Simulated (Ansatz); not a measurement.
The cell is COD entry 9008490, as deposited and not checked against the literature; nothing was relaxed. The listed cell was then made from it by scaling, straining or moving an atom.

Cd: DFT, PBEsol, PAW with Ansatz's default frozen-core files, scalar-relativistic (Ansatz 0.2.0). What sets it apart from a plain run of this crystal: zz strain of -3 %.

Command: `ansatz run input.yaml --threads 1 --pin off --max-ram 3072MiB --backend cpu --events-out ev --progress --plain --runs-dir out` The run took 3 s on 1 thread of Intel(R) Xeon(R) 6975P-C (Granite Rapids), with other jobs on the host, peak memory 0.43 GiB.

```yaml
crystal:
  lattice:
    - [2.9788725081, 0.0, 0.0]
    - [-1.489436254, 2.5797792666, 0.0]
    - [0.0, 0.0, 5.4491205]
  atoms:
    - { symbol: Cd, position: [0.3333333333, 0.6666666667, 0.25] }
    - { symbol: Cd, position: [0.6666666667, 0.3333333333, 0.75] }
kpoints:
  mp_grid: { grid: [14, 14, 7] }
scf:
  occupations: { method: fermi_dirac, width: 0.05 }
hamiltonian:
  xc: pbesol
  pseudopotentials: { kind: paw }
output:
  forces: true
  stress: true
  eigenvalues: true
  efg: { contact_densities: true }
  write_density: true
  write_potential: true
  elf: true
  volumetric_format: npy
```

Output (standing set-up lines are left out):

```
Crystal: 2 atoms, lattice volume = 41.876 Å³
Basis set: ecut = 420 eV, 799 PW (Γ), exchange–correlation on 40×40×80 points (8 copies of the dense FFT grid, shifted against one another)
SCF iter   1: F=—  HF=-16368.121330 eV  |F-HF|=—  |Δ(HF+E_count)|=         —  Δρ=6.10e-3  dr2=1.36e-2  ethr=1.77e-3  ⟨swp⟩=5.9  Hψ=8988  notcnv=0
preconditioner: auto → Kerker (q_TF=auto, 2.708 Å⁻¹)  [metal: Δε(μ)=0.071 eV  Ē_g=13.282 eV  σ=0.050 eV  W_gap=0.33  n_scr=22 (ndim 8)  ℏωp=28.1 eV  f_vac=0.000  D(μ)=0.54/eV (n_scr^D=2)]
SCF iter   2: F=—  HF=-16368.117632 eV  |F-HF|=—  |Δ(HF+E_count)|=   3.70e-3  Δρ=1.85e-3  dr2=1.61e-3  ethr=3.39e-5  ⟨swp⟩=2.5  Hψ=4528  notcnv=0
SCF iter   3: F=—  HF=-16368.117098 eV  |F-HF|=—  |Δ(HF+E_count)|=   5.34e-4  Δρ=6.51e-4  dr2=1.56e-4  ethr=4.03e-6  ⟨swp⟩=2.1  Hψ=3186  notcnv=0
SCF iter   4: F=—  HF=-16368.117054 eV  |F-HF|=—  |Δ(HF+E_count)|=   4.37e-5  Δρ=1.32e-4  dr2=5.83e-6  ethr=3.89e-7  ⟨swp⟩=2.3  Hψ=3627  notcnv=0
SCF iter   5: F=—  HF=-16368.117061 eV  |F-HF|=—  |Δ(HF+E_count)|=   7.52e-6  Δρ=2.80e-5  dr2=3.40e-7  ethr=1.46e-8  ⟨swp⟩=2.1  Hψ=4217  notcnv=0
SCF iter   6: F=-16368.117061 eV  HF=-16368.117061 eV  |F-HF|=5.42e-10  |Δ(HF+E_count)|=   2.01e-8  Δρ=4.38e-6  dr2=7.66e-9  ethr=2.50e-10  ⟨swp⟩=7.3  Hψ=12373  notcnv=0
SCF 1 converged in 6 iterations: F = -16368.117061 eV  dr2 = 7.66e-9
  greatest PAW one-centre occupation: 1.000 electrons in one spin orbital (limit 2), on the Cd atom at site 1 (counted from 0), in its partial waves of l = 0
SCF converged after 6 iterations
Free energy (F): -16368.117061 eV
Harris-Foulkes:  -16368.117061 eV  (|F-HF|=5.42e-10)
Internal energy: -16368.112431 eV  (E = F + TS)
E sigma→0 (E₀):  -16368.114746 eV
Entropy (-TS):   -0.004630 eV (-2.315 meV/atom)
Fermi energy:    15.131458 eV
--- Per-component energies (eV) ---
  E_band       = -771.819950
  E_kinetic    = 1009.885165
  E_local      = -5763.461007  (includes V_loc(G=0)·N_el)
  E_nonlocal   = 70.310429
  E_hartree    = 2715.012985
  E_xc         = -352.039440
  E_vxc        = -443.591345  (∫ρ·V_xc dr)
  E_paw        = -8024.962674  (= ΣΔE_a)
  E_vpaw       = -1074.987172  (= ΣTr[D̂ρ^β])
  E_aug_tail   = 0.000027  (compensation charges beyond the density's cutoff)
  E_ewald      = -6023.541834
  E_core_change = 0.683919  (= ΣΔE_core)
  E_smearing   = -0.004630  (= −TS)
  E_closure    = 0.000000  (closes the sum)
  Σ components = -16368.117061   (vs F -16368.117061, Δ=0.00e0)
--- Forces (eV/Å), atoms counted from 1 ---
  atom   1  Cd     0.00000000     0.00000000     0.00000000
  atom   2  Cd    -0.00000000    -0.00000000     0.00000000
  max |Σ_I F_I| component: 9.25e-18 eV/Å
--- Stress (GPa, compression-positive) ---
       -0.145626      -0.000000       0.000000
        0.000000      -0.145626       0.000000
        0.000000       0.000000      -0.357116
  P = ⅓ Tr σ = -0.2161 GPa (-2.161 kbar)
--- PAW observables at the nuclei: V_zz in 10²¹ V/m², potentials from the cell's mean, atoms counted from 1 ---
  atom   1  Cd V_zz =    +6.193589   η = 0.0000   by run symmetry: allowed
            electrostatic potential = -7710.697943 V   contact ρ = 1034416.313028 e/Å³
  atom   2  Cd V_zz =    +6.193589   η = 0.0000   by run symmetry: allowed
            electrostatic potential = -7710.697943 V   contact ρ = 1034416.313028 e/Å³
--- Band table (eV; the first three rows and the last of 96) ---
  k-point 0: bands = ["-87.8941", "-87.8924", "-48.9866", "-48.9605", "-48.9464", "-48.9464", "-48.9433", "-48.9433", "5.1807", "5.5147", "5.8581", "5.8581", "5.9226", "5.9226", "5.9893", "6.3603", "6.3603", "6.6763", "6.6763", "12.0046", "12.4306", "26.3501", "28.6792", "29.5644"]
  k-point 1: bands = ["-87.8940", "-87.8925", "-48.9853", "-48.9618", "-48.9462", "-48.9462", "-48.9435", "-48.9435", "5.1970", "5.4984", "5.8553", "5.8553", "5.9150", "5.9150", "6.1200", "6.3821", "6.3821", "6.6653", "6.6653", "10.5953", "14.0492", "25.1444", "28.6925", "29.6468"]
  k-point 2: bands = ["-87.8938", "-87.8928", "-48.9817", "-48.9654", "-48.9458", "-48.9458", "-48.9439", "-48.9439", "5.2429", "5.4519", "5.8523", "5.8523", "5.8959", "5.8959", "6.4383", "6.4383", "6.5126", "6.6321", "6.6321", "9.2162", "16.0528", "22.9110", "28.7238", "29.4607"]
  k-point 95: bands = ["-87.8887", "-87.8887", "-48.9872", "-48.9867", "-48.9794", "-48.9785", "-48.9652", "-48.9648", "5.5973", "5.6230", "5.7862", "5.8251", "5.9932", "6.0813", "6.2619", "6.2682", "6.6605", "6.6862", "15.3185", "15.5002", "16.3190", "16.5428", "17.4010", "18.1920"]
```
